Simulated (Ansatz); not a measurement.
**Computed properties of Hg**

Hg:
```yaml
crystal:
  lattice:
    - [0.00000, 3.82962, 3.82962]
    - [3.82962, 0.00000, 3.82962]
    - [3.82962, 3.82962, 0.00000]
  atoms:
    - { symbol: Hg, position: [0.00000, 0.00000, 0.00000] }
    - { symbol: Hg, position: [0.25000, 0.25000, 0.25000] }
```

Space group Fd-3m (No. 227), diamond; conventional cell a = b = c = 7.6592 Å, α = β = γ = 90.00°.

Method: PBE in the plane-wave PAW code Ansatz. Structure relaxed to zero pressure with the same functional. Other levels are named where they apply.

### Cell and energy

```yaml
volume_per_atom: 56.17 Å³
density: 5.93 g/cm³
```

### Electronic structure

```yaml
band_gap: 0.39 eV (indirect)
valence_band_maximum: at Γ
conduction_band_minimum: on the K–Γ line, 11 % of the way from K (12 equivalent valleys)
smallest_direct_gap_on_the_standard_path: 2.90 eV
electron_effective_mass: 0.41, 0.44, 1.1 mₑ (principal values)
Electron effective mass with spin–orbit coupling: 0.43, 0.45, 1.3 mₑ (principal values)
hole_effective_mass: 0.30 mₑ (isotropic)
Hole effective mass with spin–orbit coupling: 0.29 mₑ (isotropic)
Gap with spin–orbit coupling: 0.28 eV
```

### Mechanics

```yaml
Bulk modulus (Birch–Murnaghan fit): 2.0 GPa
Pressure derivative B′: 7.8
```

The start of the workflow was typed in or built on a structure type; neither database checked (COD, Materials Project) lists it. It is not the usual solid phase (space group No. 166). Symmetry was held in the PBE relaxation; its stability against distortions is not shown here. The substance is a gas or liquid at ambient conditions. Scalar-relativistic: spin–orbit coupling is off unless named, which matters more the heavier the elements.

Potentials: the later of the program's two PAW sets.
